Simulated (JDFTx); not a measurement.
Part of a log of a modified build of JDFTx for tert-butylthiol, C4H10S (SMILES CC(C)(C)S), charge 0, multiplicity 1 (PBE, GBRV ultrasoft potentials, plane waves to 20/100 Ha):

```
unit cell volume = 11640.9
Chosen fftbox size, S = [  108  108  100  ]
unit cell volume = 11640.9
Chosen fftbox size, S = [  96  96  90  ]
  'C' pseudopotential, 'SLA  PW   PBE  PBE' functional
  4 valence electrons, 2 orbitals, 4 projectors, 721 radial grid points, with lMax = 1
  'S' pseudopotential, 'SLA  PW   PBX  PBC' functional
  6 valence electrons, 2 orbitals, 6 projectors, 907 radial grid points, with lMax = 2
  'H' pseudopotential, 'SLA  PW   PBX  PBC' functional
  1 valence electrons, 1 orbitals, 2 projectors, 615 radial grid points, with lMax = 0
Initialized 3 species with 15 total atoms.
Folded 1 k-points by 1x1x1 to 1 k-points.
nElectrons:  32.000000   nBands: 19   nStates: 1
average nbasis = 49785.000 , ideal nbasis = 49730.714
Correction to mu due to finite nuclear width = -0.00272749
   Cavity determined by nc: 0.00142 and sigma: 0.707107
   Nonlocal vdW cavity from gaussian model electron density with norm = 8 and sigma = 0.993594 bohr
   Charge asymmetry in cavity with sensitivity pCavity = 36.5 e-bohr/Eh
   Electrostatic cavity expanded by eta = 1.46 bohrs
   Weighted density cavitation model constrained by Nbulk: 0.0049383 bohr^-3, Pvap: 3.14029 kPa, Rvdw: 2.61727 bohr and sigmaBulk: 4.62e-05 Eh/bohr^2 at T: 298 K.
   Weighted density dispersion model using vdW pair potentials with single solvent site with sqrtC6eff: 0.77 SI.
[...]
Will mix electronic density at each iteration.
	Linear fluid (dielectric constant: 78.4, screening length: 5.74355 Bohr) occupying 0.821290 of unit cell:	Completed after 16 iterations
[... later lines of the fluid solver are left out ...]
SCF: Cycle:  0   Etot: -39.045040303511755   dEtot: -9.584e-04   |Residual|: 1.289e-02   |deigs|: 8.610e-04
SCF: Cycle:  1   Etot: -39.045174229322072   dEtot: -1.339e-04   |Residual|: 6.839e-03   |deigs|: 1.225e-03
[... lines cut ...]
SCF: Cycle: 13   Etot: -39.045267278404957   dEtot: -2.942e-08   |Residual|: 3.128e-05   |deigs|: 1.209e-04
SCF: Cycle: 14   Etot: -39.045267286384103   dEtot: -7.979e-09   |Residual|: 1.989e-05   |deigs|: 1.034e-04
SCF: Cycle: 15   Etot: -39.045267289002979   dEtot: -2.619e-09   |Residual|: 1.135e-05   |deigs|: 3.745e-05
SCF: Converged (|Delta E|<1.000000e-08 for 2 iters).
Converging empty states (this may take a while): |deigs|: 1.064e-04

# Energy components:
   A_diel =       -0.0022080811971735
   Eewald =       47.6190688426855004
       EH =       77.2522831656343669
     Eloc =     -177.2984960262500636
      Enl =        4.6238474661022799
      Exc =      -15.0985019856479372
 Exc_core =        1.9024284534303613
       KE =       21.9563108762396908
-------------------------------------
     Etot =      -39.0452672890029788


	eMin: -0.758710 at state 0 ( [ +0.000000 +0.000000 +0.000000 ] spin 0 )
	HOMO: -0.204608 at state 0 ( [ +0.000000 +0.000000 +0.000000 ] spin 0 )
```

Question: Which solvation model was used?
(A) soft-sphere model
(B) CANDLE
(C) SaLSA
(D) SCCS (anion parameters)

Answer: B, CANDLE. The liquid was water (dielectric constant 78.4), 1 M KF.
